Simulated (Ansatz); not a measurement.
La2O3 (A-La2O3 type, space group P-3m1)

```
La2O3
1.0
    3.94042     0.00000     0.00000
   -1.97021     3.41251     0.00000
    0.00000     0.00000     6.18831
La O
2 3
Cartesian
  0.00000   2.27500   1.53087
  1.97021   1.13750   4.65743
  0.00000   0.00000   0.00000
  0.00000   2.27500   3.99328
  1.97021   1.13750   2.19503
```

The slice is a (1 -1 0 0) plane (indices of the conventional cell) through the point (0.333, 0.667, 0.247) (fractional), spanned by u = [110] and v = [001] in vectors of this cell: u (3.94 Å) and v (6.19 Å, at 90° to u). It covers one period; positions are fractions (u, v).

Computed with PBE (plane waves to 420 eV, PAW, scalar-relativistic; Ansatz, a program for electronic structure). k mesh 10×10×6. Near the nuclei the fields are pseudised (PAW); where an atom keeps semicore shells as valence, they peak there. La2O3 is run without spin polarisation. La2O3 was relaxed with its symmetry unable to fall. The PAW data are Ansatz's earlier set.

Three fields on this plane, each scaled to ten steps between its own extremes (0 low, 9 high; the total valence density on a logarithmic scale, the potential cut 8 eV below its top; x marks points blanked near nuclei; v = 0 in the bottom row):

Map A
```
|xxxxx95100000159xxxx|
|xxxxx84000000048xxxx|
|xxxxx72000000027xxxx|
|xxxx8410011100148xxx|
|xx98510012321001589x|
|88641001345431001468|
|33210012455542100123|
|00000013445443100000|
|00000012333332100000|
|00000001111111000000|
|00000000011100000000|
|21100000111110000011|
|54310001233321000134|
|87631002355532001367|
|xxx621125777521126xx|
|xxxx5112578752115xxx|
|xxxxx31257875213xxxx|
|xxxxx41136763114xxxx|
|xxxxxx112343211xxxxx|
|xxxxxx200121002xxxxx|
|xxxxx62000000026xxxx|
|xxxxx51000000015xxxx|
|xxxx5200000000025xxx|
|xxx320000111000023xx|
|22110000123210000112|
|44310001245421000134|
|xx86310135653101368x|
|xxxx7311356531137xxx|
|xxxxx61125652116xxxx|
|xxxxx83113431138xxxx|
|xxxxx94112321149xxxx|
|xxxxxx510111015xxxxx|
```

Map B
```
|xxxxx97432223479xxxx|
|xxxxx96422222469xxxx|
|xxxxx85322222358xxxx|
|xxxx8643333333468xxx|
|xx98653333333335689x|
|77754333444443334577|
|54432233455543322344|
|22111233455543321112|
|00001123455543211000|
|00000123455543210000|
|00001123455543211000|
|22111234556554321112|
|44332234566654322334|
|66544345677765434456|
|xxx755567787765557xx|
|xxxx7656778776567xxx|
|xxxxx66677777666xxxx|
|xxxxx76566766567xxxx|
|xxxxxx555555555xxxxx|
|xxxxxx543444345xxxxx|
|xxxxx64322222346xxxx|
|xxxxx53211111235xxxx|
|xxxx6421111111246xxx|
|xxx643211111112346xx|
|77654322222222234567|
|88764322333332234678|
|xx98643344444334689x|
|xxxx8654455544568xxx|
|xxxxx86545554568xxxx|
|xxxxx97544544579xxxx|
|xxxxx97544444579xxxx|
|xxxxxx754333457xxxxx|
```

Map C
```
|xxxxx00268886200xxxx|
|xxxxx00368886300xxxx|
|xxxxx00478987400xxxx|
|xxxx0036899986300xxx|
|xx00025789998752000x|
|00002468999998642000|
|00134678999998764310|
|44456788999998876544|
|66677788888888877766|
|77777777777777777777|
|88887766555556677888|
|99887654322234567889|
|99987642100012467899|
|99987531000001357899|
|xxx875300000003578xx|
|xxxx6520000000256xxx|
|xxxxx53000000035xxxx|
|xxxxx64100000146xxxx|
|xxxxxx531000135xxxxx|
|xxxxxx653222356xxxxx|
|xxxxx87654445678xxxx|
|xxxxx98776667789xxxx|
|xxxx8988877788898xxx|
|xxx788888888888887xx|
|23356788999998876533|
|00003578999998753000|
|xx00025789998752000x|
|xxxx0036899986300xxx|
|xxxxx01578987510xxxx|
|xxxxx00368886300xxxx|
|xxxxx00368886300xxxx|
|xxxxxx026888620xxxxx|
```

Problem. Assign the maps to these fields: electron localisation function (ELF); valence electron density; electrostatic potential energy of an electron, from the cell's mean.

Solution. A is the electron localisation function (ELF); B is the valence electron density; C is the electrostatic potential energy of an electron, from the cell's mean.
